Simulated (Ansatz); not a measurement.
Values for one crystal, relaxed and computed with PBEsol (plane waves, PAW; program Ansatz); other levels are named.

| Quantity | Value |
|---|---|
| Volume per atom | 10.47 Å³ |
| Electronic character | metallic (no gap) |
| Mechanical stability | unstable (C has a negative eigenvalue) |
| Pressure derivative B′ | 4.2 |
| Density of states at the Fermi level | 1.4 states/eV per atom (mean over ±0.08 eV) |
| Bulk modulus (Birch–Murnaghan fit) | 218 GPa |
| Elastic constants (relaxed ions, GPa) | C11 = 165, C12 = 245, C44 = 169 |

Q: Which of these materials gives this?
A) Ni, bcc (W type)
B) Sn, bcc (W type)
C) Be, bcc (W type)
D) V, bcc (W type)

A: A, Ni, bcc (W type)

Space group Im-3m (bcc (W type)). The first step of the workflow began from a Materials Project structure, measured or hypothetical; the Crystallography Open Database copy checked does not list it. It is not the phase usual at ambient conditions (space group No. 225). The cell was relaxed with PBEsol under the symmetry of its start. Spin order of the final state: ferromagnetic, chosen from 3 collinear starts compared on coarse meshes (ties went to the first, and starts can fall back to one state), not a proven ground state. As this level gives no gap, shear constants depend on the k-mesh and smearing (Fermi–Dirac, 0.1 eV here).

Potentials: the earlier of the program's two PAW sets. The files were generated under PBE; for other functionals the program regenerates the frozen cores, and for LDA and PBEsol the local potential too.
